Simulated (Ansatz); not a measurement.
GdBi (Fm-3m): spiral energies by the generalised Bloch theorem

Geometry: a structure from the Materials Project; nothing is relaxed.

Common settings: LDA, 8×8×8 k mesh, Fermi–Dirac smearing of 0.08 eV. PAW means Ansatz 0.2.0 on its default frozen-core files; LAPW is all-electron LAPW in Ansatz 0.2.0. Site moments are integrated in spheres about the atoms, whose radii differ between the methods.

The first input and its command:

```yaml
crystal:
  lattice:
    - [0.0, 3.1941487437, 3.1941487437]
    - [3.1941487437, 0.0, 3.1941487437]
    - [3.1941487437, 3.1941487437, 0.0]
  atoms:
    - { symbol: Gd, position: [0.0, 0.0, 0.0], spin: 6.9, spin_axis: [1.0, 0.0, 0.0] }
    - { symbol: Bi, position: [0.5, 0.5, 0.5] }
magnetization:
  noncollinear: true
  spin_spiral: { q: [0.0, 0.0, 0.0] }
kpoints:
  mp_grid: { grid: [8, 8, 8] }
scf:
  occupations: { method: fermi_dirac, width: 0.08 }
hamiltonian:
  xc: lda
  pseudopotentials: { kind: paw }
output:
  eigenvalues: false
```

Command: `ansatz run input.yaml --threads 2 --pin off --max-ram 5120MiB --backend cpu --events-out ev --progress --plain --runs-dir out`

The input for «spiral at 0.333 of the way from Γ to K» by LAPW differs from it in these lines, output keys apart:

```diff
-  spin_spiral: { q: [0.0, 0.0, 0.0] }
+  spin_spiral: { q: [0.125, 0.125, 0.25] }
-  mp_grid: { grid: [8, 8, 8] }
+  mp_grid: { grid: [8, 8, 8], shift: [0.5, 0.5, 0.0] }
-  pseudopotentials: { kind: paw }
+  pseudopotentials: { kind: all_electron, lapw: { basis_error: 0.0005 } }
```

Flat spirals without spin–orbit coupling: moments start in the xy plane and turn about z by q·R from cell to cell, and their directions inside a cell are free. q runs from Γ to K = (0.375, 0.375, 0.750) in reciprocal cell vectors. Energies count from each method's run at q = 0. Each q is a vector of the k mesh, and the mesh is shifted by q/2 where needed, so that both spin components are sampled on the same points as at q = 0.

```
fraction of Γ–K  q (1/Å)  ΔF PAW (meV/cell)  ΔF LAPW (meV/cell)  largest moment, PAW (μB)
          0.000    0.000                0.0                 0.0                      6.91
          0.333    0.348               -1.0                -0.9                      6.92
          0.667    0.695               -0.8                -0.8                      6.92
          1.000    1.043                  ?                   –                      6.91
```

Q: What belongs in the row "1.000", column "ΔF PAW (meV/cell)"?

A: +0.8.

The lowest point lies at 0.333 of the way, 1.0 meV/cell under q = 0, which this mesh may not resolve.

The PAW files were made with PBE; the program remakes their cores once for the run's functional and then keeps them frozen. Without U a semilocal functional puts the f levels too near the Fermi level, which can change moments and the order of magnetic states; site and cell moments are spin moments. Spin–orbit coupling is left out although heavy atoms are present. In at least one run the program's final test of stability wasn't made or came to no verdict. With open f shells a run can end in a state that isn't the lowest. These are results for the start and cell typed. The real compound can order otherwise, in a larger cell, or not at all, since semilocal functionals without spin fluctuations often overstate magnetism; near a collapse of the moment, mesh and smearing move it by tens of per cent.
